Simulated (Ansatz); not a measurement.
ReC (rock salt, space group No. 225) under volume change, plane-wave PAW PBE (Ansatz code), scaled uniformly.

| V (Å³/atom) | E − E(relaxed) (meV/atom) | P (GPa) |
|---|---|---|
| 9.342 | 114.1 | 43.04 |
| 9.650 | 47.8 | 26.32 |
| 9.958 | ? | ? |
| 10.266 | 0.0 | 0.00 |
| 10.574 | 10.1 | -10.22 |
| 10.882 | ? | ? |
| 11.190 | 81.8 | -26.22 |

**Question.** Fill in the missing entries.

**Answer.** 
- 10.882, E − E(relaxed) (meV/atom): 38.3
- 10.882, P (GPa): -18.88
- 9.958, E − E(relaxed) (meV/atom): 11.3
- 9.958, P (GPa): 12.08

**Question.** What does a third-order Birch–Murnaghan fit give for V₀, B₀ and B′?

**Answer.** V₀ = 10.27 Å³/atom, B₀ = 369 GPa, B′ = 4.5.

Space group Fm-3m (rock salt). The start of the workflow was typed in or built on a structure type; neither database checked (COD, Materials Project) lists it. Whether it is the stable phase at ambient conditions was not checked. Symmetry was held in the PBE relaxation; whether a distortion lowers the energy is not shown. The run is not spin-polarised. Its formation energy is positive at this level, so the cell may be metastable or incomplete. Scalar-relativistic: spin–orbit coupling is off unless named, which matters more the heavier the elements.

Potentials: the earlier of the program's two PAW sets.
